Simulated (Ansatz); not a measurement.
KZnF3 (cubic perovskite)

```xyz
5
Lattice="4.0523 0.0000 0.0000 0.0000 4.0523 0.0000 0.0000 0.0000 4.0523" Properties=species:S:1:pos:R:3 pbc="T T T"
K      0.0000     0.0000     0.0000
Zn     2.0262     2.0262     2.0262
F      0.0000     2.0262     2.0262
F      2.0262     0.0000     2.0262
F      2.0262     2.0262     0.0000
```

The slice is a {100} plane (indices of the conventional cell) through the point (0.500, 0.500, 0.500) (fractional), spanned by u = [100] and v = [010] in vectors of this cell: u (4.05 Å) and v (4.05 Å, at 90° to u). It covers one period; positions are fractions (u, v).

The numbers are results of PBEsol (plane waves to 420 eV, PAW, scalar-relativistic; Ansatz, a first-principles code), not measurements. k mesh 8×8×8. Near the nuclei the fields are pseudised (PAW); where an atom keeps semicore shells as valence, they peak there. KZnF3 was relaxed with its symmetry unable to fall.

Question: What is the ELF at the midpoint of the shortest Zn–F line in this plane (2.03 Å)?

Answer: 0.13.

Question: What is the valence density on the shortest Zn–F line in this plane (2.03 Å), at its midpoint?

Answer: 0.46 e/Å³.

Question: Sketch the electron localisation function (ELF) on this plane as a map.

Answer: 
| v \ u | 0.00 | 0.14 | 0.29 | 0.43 | 0.57 | 0.71 | 0.86 |
|---|---|---|---|---|---|---|---|
| 0.93 | x | 0.08 | 0.32 | 0.76 | 0.76 | 0.32 | 0.08 |
| 0.86 | 0.05 | 0.13 | 0.22 | 0.81 | 0.81 | 0.22 | 0.13 |
| 0.79 | 0.13 | 0.09 | 0.09 | 0.63 | 0.63 | 0.09 | 0.09 |
| 0.71 | 0.37 | 0.22 | 0.03 | 0.22 | 0.22 | 0.03 | 0.22 |
| 0.64 | 0.79 | 0.67 | 0.07 | 0.03 | 0.03 | 0.07 | 0.67 |
| 0.57 | x | 0.81 | 0.22 | 0.01 | 0.01 | 0.22 | 0.81 |
| 0.50 | x | 0.82 | 0.33 | 0.01 | 0.01 | 0.33 | 0.82 |
| 0.43 | x | 0.81 | 0.22 | 0.01 | 0.01 | 0.22 | 0.81 |
| 0.36 | 0.79 | 0.67 | 0.07 | 0.03 | 0.03 | 0.07 | 0.67 |
| 0.29 | 0.37 | 0.22 | 0.03 | 0.22 | 0.22 | 0.03 | 0.22 |
| 0.21 | 0.13 | 0.09 | 0.09 | 0.63 | 0.63 | 0.09 | 0.09 |
| 0.14 | 0.05 | 0.13 | 0.22 | 0.81 | 0.81 | 0.22 | 0.13 |
| 0.07 | x | 0.08 | 0.32 | 0.76 | 0.76 | 0.32 | 0.08 |
| 0.00 | x | 0.05 | 0.37 | x | x | 0.37 | 0.05 |

Values: electron localisation function (ELF). Points within 0.4 Å of a nucleus are blanked (x), as the pseudised field means little there.
